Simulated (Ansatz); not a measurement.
BN:
Space group P6₃/mmc (No. 194); a = b = 2.5001 Å, c = 4.0223 Å, α = β = 90.00°, γ = 120.00°

```json
[
 {"atom": "B", "site": "2a", "symmetry": "-3m.", "x": "0.0000", "y": "0.0000", "z": "0.0000"},
 {"atom": "N", "site": "2c", "symmetry": "-6m2", "x": "0.3333", "y": "0.6667", "z": "0.2500"}
]
```

Relaxed at zero pressure with the program Ansatz at the PBE level (PAW).

Question: The volume is lowered by 3 % and shape and atoms relax at that volume. What pressure results, and how do the axes share the change?

Answer: 11.9 GPa; a -1.0 %, b -1.0 %, c -0.9 %; the energy rises by 6 meV/atom.

Question: Give the new structure.

Answer: 
Space group P6₃/mmc (No. 194); a = 2.4740 Å, b = 2.4740 Å, c = 3.9845 Å, α = 90.00°, β = 90.00°, γ = 120.00°

| atom | site | symmetry | x | y | z |
|---|---|---|---|---|---|
| B | 2a | -3m. | 0.0000 | 0.0000 | 0.0000 |
| N | 2c | -6m2 | 0.3333 | 0.6667 | 0.2500 |

The phase is kept; no other phase was compared at this pressure.

Space group P6_3/mmc (NiAs type). The cell is a constructed one: a structure type filled with these elements. Its sites differ from those of the usual phase in this space group: another stacking or structure type. The cell was relaxed with PBE under the symmetry of its start. At this level the phase is dynamically unstable (imaginary phonons). Its formation energy is positive at this level, so the cell may be metastable or incomplete.

Potentials: the later of the program's two PAW sets.
